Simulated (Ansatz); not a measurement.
Input:

Sn4Pd:
```cif
data_Pd2Sn8
_chemical_formula_sum 'Sn8 Pd2'
_space_group_name_H-M_alt 'P 1'
_space_group_IT_number 1
_cell_length_a 6.62847
_cell_length_b 6.62847
_cell_length_c 6.43952
_cell_angle_alpha 90.000
_cell_angle_beta 90.000
_cell_angle_gamma 121.453
loop_
_space_group_symop_operation_xyz
  'x, y, z'
loop_
_atom_site_label
_atom_site_type_symbol
_atom_site_fract_x
_atom_site_fract_y
_atom_site_fract_z
_atom_site_occupancy
Sn1 Sn 0.20299 0.45443 0.33096 1
Sn2 Sn 0.79701 0.54557 0.33096 1
Sn3 Sn 0.45443 0.20299 0.66904 1
Sn4 Sn 0.54557 0.79701 0.66904 1
Sn5 Sn 0.29701 0.04557 0.16904 1
Sn6 Sn 0.70299 0.95443 0.16904 1
Sn7 Sn 0.04557 0.29701 0.83096 1
Sn8 Sn 0.95443 0.70299 0.83096 1
Pd1 Pd 0.50000 0.50000 0.00000 1
Pd2 Pd 0.00000 0.00000 0.50000 1
```

This is the r²SCAN-relaxed structure.

Question: All from DFT-r²SCAN in the program Ansatz with PAW potentials, unless another level is named. Predict the highest zone-centre frequency.

Answer: 156 cm⁻¹.

Question: What about the bulk modulus (Birch–Murnaghan fit)?

Answer: 63.9 GPa.

Space group Ccce. The workflow started from a Materials Project entry (that database holds measured and hypothetical structures alike); the Crystallography Open Database files this formula in space group No. 68, but the cells were not matched. Its standing as an ambient phase is unchecked. Symmetry was held in the r²SCAN relaxation; whether a distortion lowers the energy is not shown. The run is not spin-polarised. As this level gives no gap, phonon frequencies hold no LO–TO term and depend on the k-mesh and smearing (Fermi–Dirac, 0.1 eV here). Scalar-relativistic: spin–orbit coupling is off unless named, which matters more the heavier the elements.

Potentials: the later of the program's two PAW sets.
